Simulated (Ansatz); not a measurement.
A 3-atom cell of SnSe₂ (P-3m1) from a materials database: a one-shot G0W0 calculation in Ansatz 0.2.0 (G0W0@PBE0 with 584 empty bands, a screening cutoff of 220 eV and a 6×6×4 mesh). The cell was relaxed beforehand with r2SCAN+rVV10.

Input file:
```yaml
crystal:
  lattice:
    - [3.8251525338, 0.0, 0.0]
    - [-1.9125762669, 3.3126792677, 0.0]
    - [0.0, 0.0, 6.226910616]
  atoms:
    - { symbol: Sn, position: [0.0, 0.0, 0.0] }
    - { symbol: Se, position: [0.6666666667, 0.3333333333, 0.7469206687] }
    - { symbol: Se, position: [0.3333333333, 0.6666666667, 0.2530793313] }
kpoints:
  mp_grid: { grid: [6, 6, 4] }
hamiltonian:
  xc: pbe0
scf:
  occupations: { method: fixed }
gw:
  n_empty_bands: 584
  ecut_chi: 220
  qp_bands: [v2, c2]
  qp_kpoints: band_edges
  screening: { model: contour_deformation }
```

It took 100 s on 1 × NVIDIA H100 80GB HBM3 with 4 threads of AMD EPYC 7R13 Processor (Zen 3), on a shared host, load about 2.5 per core; peak host memory 3.7 GiB.

Abridged output:
```
Pseudopotential: Sn, paw, valence charge 14, recommended cutoff 420 eV (normal)
Pseudopotential: Se, paw, valence charge 16, recommended cutoff 420 eV (normal)
Functional definition: PBE0
Crystal: 3 atoms, lattice volume = 78.904 Å³
Basis set: ecut = 420 eV, 1545 PW (Γ)
Bands: 28, of which v1, the nominal top of the filled ones, is band 23 counted from 1 (22 counted from 0)
Symmetry: 12 space group operations
Space group: P-3m1 (ITA 164)
k-points: 24 of 144
Exchange kernel: α = 0.2500, full range, Wigner–Seitz truncation, v(0) = 17363.4855 eV·Å³, q-mesh 6×6×4
hybrid outer 1: dexx = +2.036e-2 eV, tail = 1.91e-4 eV
hybrid outer 2: dexx = +2.450e-6 eV, tail = 1.91e-7 eV, Δε = 3.49e-3 eV
Free energy (F): -16969.595384 eV
Fermi energy:    6.911979 eV
--- G₀W₀: contour deformation, 7 samples at zero and on the imaginary axis and 2 off it, 144 q-points, 584 empty bands' worth ---
    ik  band        ε_KS         Σx   Σc(E_QP)       V_xc       Z   E_QP_lin       E_QP  E_QP is
     0    22      6.6407   -17.4922     1.1744   -16.2184  0.7829     6.5411     6.5413  root
     0    23      6.7751   -17.7492     1.3126   -16.3112  0.7840     6.6496     6.6498  root
     0    24      9.3169   -11.4087    -3.4246   -14.4600  0.8176     8.9444     8.9435  root
     0    25     11.4843    -7.8923    -3.9432   -11.4616  0.8188    11.1118    11.1105  root
     1    22      6.7382   -17.5294     1.1321   -16.2913  0.7845     6.6320     6.6322  root
     1    23      6.7382   -17.5294     1.1321   -16.2913  0.7845     6.6320     6.6322  root
     1    24     10.2167   -11.8108    -3.5330   -14.9628  0.8099     9.8368     9.8356  root
     1    25     11.4763    -8.1209    -3.9609   -11.7075  0.8181    11.1033    11.1020  root
     2    22      6.8166   -17.5721     1.1028   -16.3598  0.7855     6.7069     6.7071  root
     2    23      6.8166   -17.5721     1.1028   -16.3598  0.7855     6.7069     6.7071  root
     2    24     10.8608   -11.7915    -3.7912   -15.1944  0.8020    10.4741    10.4725  root
     2    25     11.4023    -8.1897    -3.9651   -11.7807  0.8197    11.0295    11.0282  root
     3    22      6.8060   -17.6269     1.2885   -16.2145  0.7841     6.6820     6.6822  root
     3    23      6.9070   -17.6091     1.1161   -16.3751  0.7858     6.7890     6.7892  root
     3    24     10.6091   -11.8697    -3.6605   -15.1424  0.7986    10.2227    10.2212  root
     3    25     12.1813    -8.0639    -4.0614   -11.7254  0.8120    11.7830    11.7814  root
     4    22      5.9898   -17.3479     1.4824   -15.7622  0.7772     5.8863     5.8865  root
     4    23      6.7127   -17.4877     1.1930   -16.1855  0.7834     6.6034     6.6036  root
     4    24     10.3700   -11.2574    -3.5881   -14.4643  0.8022     9.9901     9.9888  root
     4    25     12.6767    -8.5327    -4.1824   -12.3123  0.8039    12.2753    12.2739  root
     5    22      5.6862   -16.9429     1.4386   -15.4253  0.7743     5.6071     5.6073  root
     5    23      6.7159   -17.4198     1.1693   -16.1398  0.7837     6.6050     6.6052  root
     5    24     10.5438   -11.0251    -3.6774   -14.3186  0.8014    10.1614    10.1599  root
     5    25     12.6839    -8.9349    -4.2054   -12.7318  0.8024    12.2770    12.2755  root
     6    22      6.4379   -17.2800     1.3440   -15.8241  0.7815     6.3259     6.3261  root
     6    23      6.9120   -17.5581     1.0974   -16.3416  0.7861     6.7927     6.7930  root
     6    24     10.8359   -11.5614    -3.7749   -14.9454  0.7960    10.4468    10.4450  root
     6    25     12.2421    -8.6313    -4.0778   -12.3061  0.8102    11.8409    11.8391  root
     7    22      6.2769   -17.0772     1.3850   -15.5829  0.7797     6.1675     6.1677  root
     7    23      6.7699   -17.5557     1.1616   -16.2772  0.7844     6.6528     6.6530  root
     7    24      9.8010   -10.5874    -3.4900   -13.6871  0.8055     9.4120     9.4108  root
     7    25     12.4169    -8.1268    -4.0721   -11.7916  0.8073    12.0117    12.0097  root
     8    22      5.8275   -17.1241     1.5502   -15.4744  0.7739     5.7278     5.7280  root
     8    23      6.5326   -17.4044     1.2536   -16.0434  0.7815     6.4250     6.4252  root
     8    24      9.2764   -10.4528    -3.3341   -13.4068  0.8090     8.8973     8.8963  root
     8    25     12.8201    -7.8775    -4.1169   -11.5768  0.8062    12.4036    12.4024  root
  […]
```

The points are ik 0 = (0, 0, 0) (Γ), ik 1 = (0, 0, 1/4), ik 2 = (0, 0, -1/2), ik 3 = (0, 1/6, 0), ik 4 = (0, 1/6, 1/4), ik 5 = (0, 1/6, -1/2), ik 6 = (0, 1/6, -1/4), ik 7 = (0, 1/3, 0), ik 8 = (0, 1/3, 1/4), ik 9 = (0, 1/3, -1/2), ik 10 = (0, 1/3, -1/4), ik 11 = (0, -1/2, 0); band 23 is the last filled one.

The quasiparticle gap on this mesh is 1.80 eV (k = (0, 1/6, -1/4) to k = (0, -1/2, -1/2)), against 2.06 eV from PBE0: -0.26 eV. Renormalisation factors Z lie between 0.76 and 0.82. G0W0 values are finite-basis, finite-mesh values.

Calculated for a static, non-magnetic cell.

Spin-orbit coupling is left out, which matters wherever the heavy atoms make up the band edges.

The program warns that the k mesh is coarse for exact exchange in some of these runs, so their gaps aren't converged.
